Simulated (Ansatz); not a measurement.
Space group Pn-3m:1 (No. 224). a = 5.412 Å, b = 5.412 Å, c = 5.412 Å, α = 90.00°, β = 90.00°, γ = 90.00°
| atom | site | symmetry | x | y | z |
| --- | --- | --- | --- | --- | --- |
| Pb | 4b | .-3m | 0.2500 | 0.2500 | 0.2500 |
| O | 2a | -43m | 0.0000 | 0.0000 | 0.0000 |

Equation of state of this Pb2O structure (not necessarily the ground state), with shape and atoms relaxed at each volume where symmetry leaves them free. It has no gap at any of these volumes. Level of theory: DFT r2SCAN, scalar-relativistic, plane waves, PAW in Ansatz.

Settings: cutoff 500 eV, Γ-centred mesh 8×8×8 on the computed 6-atom cell, Gaussian smearing of 0.10 eV; no spin polarisation.

| V (Å³/atom) | E − E(largest V) (meV/atom) | P (GPa) |
| --- | --- | --- |
| 24.836 | 3.07 | 3.80 |
| 25.629 | -10.50 | 1.74 |
| 26.422 | -14.64 | -0.02 |
| 27.214 | -10.75 | -1.52 |
| 28.007 | 0.00 | -2.80 |

Problem. Fit a third-order Birch–Murnaghan equation to E(V).

Solution. V0 = 26.41 Å³/atom, B0 = 54 GPa, B0' = 4.3.

Spin-orbit coupling is left out, which matters for the bands of heavy elements.

Cost: 5 runs of about 9.6 core-minutes in all, on Intel Xeon Processor @ 2.50GHz (Skylake/Cascade Lake) (shared hosts).